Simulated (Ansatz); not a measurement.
W:
```cif
data_W
_chemical_formula_sum 'W1'
_space_group_name_H-M_alt 'P 1'
_space_group_IT_number 1
_cell_length_a 2.74390
_cell_length_b 2.74390
_cell_length_c 2.74390
_cell_angle_alpha 109.471
_cell_angle_beta 109.471
_cell_angle_gamma 109.471
loop_
_space_group_symop_operation_xyz
  'x, y, z'
loop_
_atom_site_label
_atom_site_type_symbol
_atom_site_fract_x
_atom_site_fract_y
_atom_site_fract_z
_atom_site_occupancy
W1 W 0.00000 0.00000 0.00000 1
```

Relaxed with r²SCAN.

Question: Which orbitals make up the states near the Fermi level in DFT-r²SCAN in the program Ansatz with PAW potentials?

Answer: Within 0.5 eV of the Fermi level: W 5d 87 %, outside the projected shells 9 %. Projections are on Löwdin-orthogonalised atomic valence shells; empty p or d shells of many metals are not among them.

Question: Tabulate the density of states.

Answer: States/eV per cell of 1 atom, in 0.25 eV bins, energy from the Fermi level.

```csv
E (eV),total,W 5d,W 6s,W 5p
-7.85,0.11,0.01,0.09,0.00
-7.60,0.13,0.01,0.10,0.00
-7.35,0.15,0.02,0.12,0.00
-7.10,0.17,0.03,0.13,0.01
-6.85,0.21,0.05,0.14,0.01
-6.60,0.34,0.15,0.18,0.01
-6.35,0.59,0.35,0.22,0.01
-6.10,0.60,0.38,0.20,0.01
-5.85,0.67,0.47,0.19,0.01
-5.60,0.75,0.56,0.17,0.01
-5.35,0.82,0.65,0.15,0.01
-5.10,0.96,0.81,0.14,0.01
-4.85,1.11,0.96,0.12,0.02
-4.60,0.86,0.76,0.08,0.01
-4.35,0.46,0.43,0.03,0.01
-4.10,0.34,0.32,0.01,0.00
-3.85,0.50,0.48,0.01,0.01
-3.60,1.55,1.51,0.01,0.02
-3.35,1.92,1.86,0.01,0.02
-3.10,1.27,1.22,0.02,0.01
-2.85,1.08,1.02,0.04,0.01
-2.60,1.08,0.99,0.05,0.01
-2.35,1.28,1.13,0.09,0.02
-2.10,1.85,1.58,0.17,0.02
-1.85,1.29,1.10,0.11,0.01
-1.60,0.98,0.85,0.07,0.01
-1.35,0.67,0.55,0.06,0.01
-1.10,0.40,0.31,0.04,0.00
-0.85,0.36,0.27,0.03,0.00
-0.60,0.34,0.26,0.03,0.00
-0.35,0.34,0.27,0.02,0.00
-0.10,0.35,0.29,0.01,0.00
0.15,0.44,0.38,0.01,0.00
0.40,0.61,0.57,0.02,0.00
0.65,0.64,0.61,0.02,0.00
0.90,0.68,0.65,0.01,0.00
1.15,0.75,0.71,0.01,0.00
1.40,0.82,0.79,0.01,0.00
1.65,0.94,0.91,0.01,0.00
1.90,1.03,0.99,0.01,0.00
2.15,1.01,0.98,0.01,0.00
2.40,1.06,1.03,0.01,0.00
2.65,1.05,1.02,0.01,0.00
2.90,1.06,1.03,0.02,0.00
3.15,1.34,1.29,0.03,0.00
3.40,2.84,2.70,0.10,0.00
3.65,1.27,1.12,0.10,0.00
3.90,0.93,0.72,0.16,0.00
4.15,0.62,0.47,0.11,0.00
4.40,0.54,0.40,0.09,0.00
4.65,0.48,0.36,0.08,0.00
```

Space group Im-3m (bcc (W type)). Symmetry was held in the r²SCAN relaxation. No spin polarisation was allowed. Scalar-relativistic: spin–orbit coupling is off unless named, which matters more the heavier the elements.

Potentials: the later of the program's two PAW sets.
